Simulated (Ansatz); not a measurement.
Structure types of Au were relaxed at one common pressure (all-electron LAPW in Ansatz 0.2.0 under PBEsol, scalar-relativistic, no spin polarisation, zero temperature). They take these volumes:

```
            type  space group  V (Å³/atom)
             fcc        Fm-3m         8.53
             bcc        Im-3m         8.51
             hcp     P6_3/mmc         8.52
            dhcp     P6_3/mmc         8.52
simple hexagonal       P6/mmm         8.85
```

Task: At about which pressure, and is the densest type also the lowest in enthalpy?

Result: 780 GPa. The densest types tie within 0.02 Å³/atom, and dhcp is the lowest in enthalpy, by less than the mesh noise of 5 meV/atom.
